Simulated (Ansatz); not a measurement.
Zr2N2O:
```cif
data_N12O6Zr12
_chemical_formula_sum 'Zr12 N12 O6'
_space_group_name_H-M_alt 'C2/m'
_space_group_IT_number 12
_space_group_name_Hall '-C 2y'
_cell_length_a 13.55762
_cell_length_b 3.27941
_cell_length_c 8.19230
_cell_angle_alpha 90.000
_cell_angle_beta 100.314
_cell_angle_gamma 90.000
loop_
_atom_site_label
_atom_site_type_symbol
_atom_site_symmetry_multiplicity
_atom_site_Wyckoff_symbol
_atom_site_fract_x
_atom_site_fract_y
_atom_site_fract_z
_atom_site_occupancy
Zr1 Zr 4 i 0.03138 0.00000 0.80756 1
Zr2 Zr 4 i 0.37026 0.00000 0.52556 1
Zr3 Zr 4 i 0.19441 0.50000 0.13148 1
N1 N 4 i 0.46563 0.00000 0.34392 1
N2 N 4 i 0.32759 0.50000 0.03378 1
N3 N 4 i 0.12671 0.00000 0.28718 1
O1 O 4 i 0.20984 0.00000 0.61947 1
O2 O 2 b 0.00000 0.50000 0.00000 1
```
(The calculation used a cell of 15 atoms; values per cell refer to that cell.)

Relaxed with PBEsol.

Question: Which orbitals make up the states near the band edges in the program Ansatz at the PBEsol level (PAW)?

Answer: Top 1 eV of the valence band: N 2p 70 %, O 2p 13 %, Zr 4d 12 %. Bottom 1 eV of the conduction band: Zr 4d 80 %, N 2p 10 %. Projections are on Löwdin-orthogonalised atomic valence shells; empty p or d shells of many metals are not among them.

Question: Tabulate the density of states.

Answer: States/eV per cell of 15 atoms, in 0.25 eV bins, energy from the valence-band maximum.

```
E (eV)  total  Zr 4d  N 2p  O 2p
------  -----  -----  ----  ----
-7.85    0.00   0.00  0.00  0.00
-7.60    0.00   0.00  0.00  0.00
-7.35    0.00   0.00  0.00  0.00
-7.10    0.00   0.00  0.00  0.00
-6.85    0.00   0.00  0.00  0.00
-6.60    0.00   0.00  0.00  0.00
-6.35    0.00   0.00  0.00  0.00
-6.10    0.00   0.00  0.00  0.00
-5.85    0.00   0.00  0.00  0.00
-5.60    0.23   0.07  0.07  0.07
-5.35    2.52   0.75  0.75  0.76
-5.10    6.24   1.81  1.60  2.29
-4.85    9.65   2.67  2.32  3.90
-4.60   11.32   3.02  2.60  4.89
-4.35   11.02   2.81  2.54  4.90
-4.10   14.74   4.01  3.67  6.36
-3.85   14.62   4.23  4.58  5.12
-3.60   14.52   4.21  4.92  4.78
-3.35   11.66   3.39  4.57  3.21
-3.10    7.87   2.09  3.21  2.19
-2.85    7.92   1.92  3.82  1.75
-2.60    9.75   2.26  4.94  2.03
-2.35   12.03   2.55  6.55  2.23
-2.10    9.37   1.82  5.06  1.93
-1.85   10.85   2.10  5.90  2.30
-1.60   11.35   2.16  6.37  2.31
-1.35   11.18   1.84  6.65  2.17
-1.10   11.32   1.72  7.33  1.73
-0.85    8.80   1.26  5.81  1.31
-0.60    8.85   1.08  6.18  1.12
-0.35    9.07   0.91  6.65  1.07
-0.10    1.12   0.08  0.86  0.13
0.15     0.00   0.00  0.00  0.00
0.40     0.00   0.00  0.00  0.00
0.65     0.00   0.00  0.00  0.00
0.90     0.00   0.00  0.00  0.00
1.15     0.00   0.00  0.00  0.00
1.40     0.00   0.00  0.00  0.00
1.65     0.04   0.03  0.00  0.00
1.90     2.21   1.70  0.31  0.08
2.15     2.88   2.33  0.32  0.08
2.40     4.27   3.46  0.37  0.15
2.65     7.34   5.90  0.67  0.31
2.90     5.14   4.04  0.57  0.22
3.15     6.75   5.43  0.63  0.30
3.40     7.37   6.19  0.50  0.28
3.65    10.19   8.36  0.70  0.43
3.90    11.66   9.37  0.97  0.52
4.15    10.10   8.05  0.93  0.45
4.40    10.60   8.40  1.11  0.36
4.65    10.76   8.68  1.01  0.40
4.90    12.07   9.46  1.26  0.49
5.15    11.04   8.57  1.25  0.37
5.40    12.43   9.24  1.62  0.50
5.65     6.74   4.68  0.88  0.37
5.90     8.69   5.80  1.10  0.49
6.15     9.28   5.98  1.35  0.50
6.40    11.34   7.33  1.54  0.45
```

The first step of the workflow began from a Materials Project structure, measured or hypothetical; the Crystallography Open Database copy checked does not list it. Its standing as an ambient phase is unchecked. The cell was relaxed with PBEsol under the symmetry of its start; its stability against distortions is not shown here. No spin polarisation was allowed. Scalar-relativistic: spin–orbit coupling is off unless named, which matters more the heavier the elements.

Potentials: the later of the program's two PAW sets.
